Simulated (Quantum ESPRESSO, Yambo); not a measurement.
K2S (anti-fluorite, space group Fm-3m, No. 225). Cell and atoms were relaxed with PBEsol from Materials Project entry mp-1022, within its symmetry. Chain: norm-conserving PBEsol (Quantum ESPRESSO, 74 Ry, scalar-relativistic); G0W0 in Yambo (4×4×4 Γ-centred k mesh, 180 bands and a 8 Ry block in the screening, 180 bands in G with the Bruneval-Gonze terminator, plasmon pole fitted at 27.2 eV); BSE (8×8×8 mesh, 3 valence and 9 conduction bands, static screening with 47 bands and a 4 Ry block, scissor 1.83 eV, Tamm-Dancoff).

```
Item                                              Result
-----------------------------------------------  -------
PBEsol gap (dense path)                          2.35 eV
PBEsol gap X → Γ on the GW mesh                  2.35 eV
PBEsol smallest direct gap on the GW mesh, at Γ  2.58 eV
G0W0 direct gap at that point                    4.40 eV
G0W0 correction to the gap X → Γ                 1.87 eV
direct gap on the BSE mesh, with the scissor     4.40 eV
first BSE state allowed for light along x        3.84 eV
lowest BSE state                                 3.84 eV
binding of the lowest exciton                    0.56 eV
```

Rough cost of the Yambo steps against G0W0 for 8 states: BSE about 2×.

Nearest settings tried, and what they do to the gap: 2 Ry block (51 vectors against 283): -447 meV. Not varied: bands in G, bands in W, mesh. So the settings aren't converged at that level. The BSE states are vertical excitations (zero momentum); the indirect quasiparticle gap, about 4.22 eV, is smaller than the direct one (4.40 eV on the GW mesh). Convergence of the binding with the mesh was not shown.
